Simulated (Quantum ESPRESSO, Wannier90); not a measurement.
## AlP (zinc blende), plane waves to Wannier functions

```
AlP
1.0
    0.00000     2.73649     2.73649
    2.73649     0.00000     2.73649
    2.73649     2.73649     0.00000
Al P
1 1
Cartesian
  0.00000   0.00000   0.00000
  1.36824   1.36824   1.36824
```

Structure: Materials Project mp-1550, symmetrised, not relaxed again. COD (Crystallography Open Database) has an entry of this formula and space group (matched by these alone). Method: PBEsol plane waves in Quantum ESPRESSO 7.5 (PseudoDojo norm-conserving files, 36 Ry, no spin polarisation, no spin-orbit coupling), Bloch states on a 10×10×10 mesh through Γ, Wannier90 4.0.1. Density: 10×10×10 mesh, cold smearing 0.01 Ry.

The plane-wave run has 15 bands and 8 electrons a cell. On the energy scale of pw.x, whose zero is arbitrary, the valence-band maximum lies at 4.91 eV.

Isolated groups of bands, relative to the valence-band maximum (bands from 5 on overlap up to the last one computed):

```
bands  from (eV)  to (eV)  filling             weight on atomic waves
-----  ---------  -------  -------  ---------------------------------
1         -11.49    -9.10   filled  P 3s 60 %, Al 3p 26 %, Al 3s 12 %
2–4        -5.55     0.00   filled  P 3p 65 %, Al 3p 21 %, Al 3s 10 %
```

Input w.win, without the blocks of cell, atoms and k-points (1000 lines):

```
num_bands = 15
num_wann = 8
num_iter = 800
conv_tol = 1.0e-7
conv_window = 4
dis_num_iter = 1000
dis_conv_tol = 1.0e-7
dis_froz_max = 7.86
dis_win_max = 14.82
write_hr = true
write_u_matrices = true
begin projections
Al: s;p
P: s;p
end projections
mp_grid = 10 10 10
```

wannier90.x stops with:
```
dis_windows: Energy window contains fewer states than number of target WFs
```
At some k-point the outer window holds fewer bands than num_wann, so no subspace of that size can be extracted. Mended as below, all else unchanged, the run goes through (Ω_I = 11.4 Å²) and follows the plane-wave bands to 11 meV rms (states up to 2.4 eV relative to the valence-band maximum).
Remove the line dis_win_max = 14.82.
